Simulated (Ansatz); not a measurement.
**Property card for MgZn$_{2}$S$_{3}$**

Level of theory: DFT PBE, scalar-relativistic, plane waves, PAW (Ansatz).

Plane waves to 420 eV, a k mesh through Γ of 6×6×4 on the computed 12-atom cell and Gaussian smearing (0.02 eV); no spin polarisation.

The structure is relaxed at this level of theory with its symmetry kept, and needn't be the ground state of this composition.

Space group P31m (No. 157), trigonal, a = 6.776 Å, c = 6.382 Å. Mg is surrounded by 4 S at 2.44–2.47 Å; Zn on a site of symmetry m has 4 S at 2.36–2.38 Å; Zn on a site of symmetry 3m is surrounded by 4 S at 2.34–2.38 Å; S on a site of symmetry 3m is surrounded by 4 Zn at 2.38 Å; S on a site of symmetry 3 has 3 Zn at 2.38 Å and 1 Mg at 2.47 Å; around S on a site of symmetry m lie 2 Zn at 2.34–2.36 Å and 2 Mg at 2.44 Å.

| Quantity | Value |
| --- | --- |
| Volume per atom | 21.15 Å³ |
| Formation energy from the elements' standard states (uncorrected) | -1.015 eV/atom |
| Kohn–Sham band gap | 2.34 eV |
| Orbital (Löwdin) character of the top 1 eV of the valence band | S 3p 91 % |
| Orbital (Löwdin) character of the lowest 1 eV of the conduction band | Zn 4s 49 %, S 3s 22 %, S 3p 16 %, unprojected 7 % |

The cell was found from a structure generator's guess, not taken from experiment. Kohn–Sham gaps at this level usually fall short of measured ones. Löwdin shares on free-atom orbitals overweight diffuse shells in the empty bands.
